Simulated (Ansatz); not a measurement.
LaOF:
```cif
data_F2La2O2
_chemical_formula_sum 'La2 O2 F2'
_space_group_name_H-M_alt 'P4/nmm :1'
_space_group_IT_number 129
_space_group_name_Hall 'P 4ab 2ab -1ab'
_cell_length_a 4.04006
_cell_length_b 4.04006
_cell_length_c 5.77792
_cell_angle_alpha 90.000
_cell_angle_beta 90.000
_cell_angle_gamma 90.000
loop_
_space_group_symop_operation_xyz
  'x, y, z'
  '-y+1/2, x+1/2, z'
  '-x, -y, z'
  'y+1/2, -x+1/2, z'
  'x+1/2, -y+1/2, -z'
  '-y, -x, -z'
  '-x+1/2, y+1/2, -z'
  'y, x, -z'
  '-x+1/2, -y+1/2, -z'
  'y, -x, -z'
  'x+1/2, y+1/2, -z'
  '-y, x, -z'
  '-x, y, z'
  'y+1/2, x+1/2, z'
  'x, -y, z'
  '-y+1/2, -x+1/2, z'
loop_
_atom_site_label
_atom_site_type_symbol
_atom_site_symmetry_multiplicity
_atom_site_Wyckoff_symbol
_atom_site_fract_x
_atom_site_fract_y
_atom_site_fract_z
_atom_site_occupancy
La1 La 2 c 0.00000 0.50000 0.28390 1
O1 O 2 b 0.50000 0.50000 0.50000 1
F1 F 2 a 0.00000 0.00000 0.00000 1
```

Relaxed with PBEsol. DFT-PBEsol in the program Ansatz with PAW potentials gives a gap of 4.61 eV.

Problem. What gap does HSE06 give on the same cell (Ansatz, PAW)?

Solution. 6.43 eV, 1.82 eV more. The hybrid was solved on a coarser mesh and at special points; its gap is the smallest among all of these.

| k | v1 PBEsol | c1 PBEsol | v1 HSE06 | c1 HSE06 |
|---|---|---|---|---|
| Γ | -0.38 | 4.92 | … | … |
| Z | -0.24 | 5.03 | … | … |
| M | -0.34 | 4.78 | -0.36 | 6.43 |
| A | -0.37 | 4.62 | … | … |
| R | -0.61 | 4.98 | -0.64 | 7.51 |
| X | -0.44 | 4.91 | … | … |

Problem. Top valence (v1) and lowest conduction level (c1) in eV from each method's valence maximum (which need not be a listed point): supply the withheld HSE06 values.

Solution. 
- X, v1 HSE06: -0.48
- X, c1 HSE06: 6.85
- Γ, v1 HSE06: -0.39
- Γ, c1 HSE06: 6.65
- Z, v1 HSE06: -0.24
- Z, c1 HSE06: 6.85
- A, v1 HSE06: -0.39
- A, c1 HSE06: 6.50

Cost on shared cores: the PBEsol run (SCF on a 7×7×5 mesh, then bands and DOS) about 30 core-seconds (a rough figure), the HSE06 run (SCF on 4×4×3, then a few points) roughly 2.5 core-minutes; the tasks are unlike.

The first step of the workflow began from a Materials Project structure, measured or hypothetical; the Crystallography Open Database copy checked does not list it. COD files the formula under space group No. 166, so this cell is another polymorph or a model. Whether it is the stable phase at ambient conditions was not checked. The PBEsol relaxation kept the symmetry of its start; whether a distortion lowers the energy is not shown. Scalar-relativistic: spin–orbit coupling is off unless named, which matters more the heavier the elements.

Potentials: the later of the program's two PAW sets.
